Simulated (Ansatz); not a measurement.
Values for one crystal, relaxed and computed with LDA in the plane-wave PAW code Ansatz; other levels are named.

| Quantity | Value |
|---|---|
| Volume per atom | 13.15 Å³ |
| Electronic character | metallic (no gap) |
| Pressure derivative B′ | 4.4 |
| Zone-centre stability | no imaginary mode at Γ |
| Density of states at the Fermi level | 0.07 states/eV per atom (mean over ±0.08 eV) |
| Bulk modulus (Birch–Murnaghan fit) | 238 GPa |
| Highest zone-centre frequency | 451 cm⁻¹ |

### Question
Which compound is it?
A) Si2W, MoSi2 or CaC2 type
B) WC, rock salt
C) Te2W, Pmn2_1 (Pearson symbol oP12)
D) P2W, C2/m (P on 4i, P on 4i, W on 4i)

### Answer
A, Si2W, MoSi2 or CaC2 type

Space group I4/mmm (MoSi2 or CaC2 type). The LDA relaxation kept the symmetry of its start. The run is not spin-polarised. As this level gives no gap, phonon frequencies hold no LO–TO term and depend on the k-mesh and smearing (Fermi–Dirac, 0.1 eV here). Spin–orbit coupling is left out wherever it is not named.

Potentials: the earlier of the program's two PAW sets. The files were generated under PBE; for other functionals the program regenerates the frozen cores, and for LDA and PBEsol the local potential too.
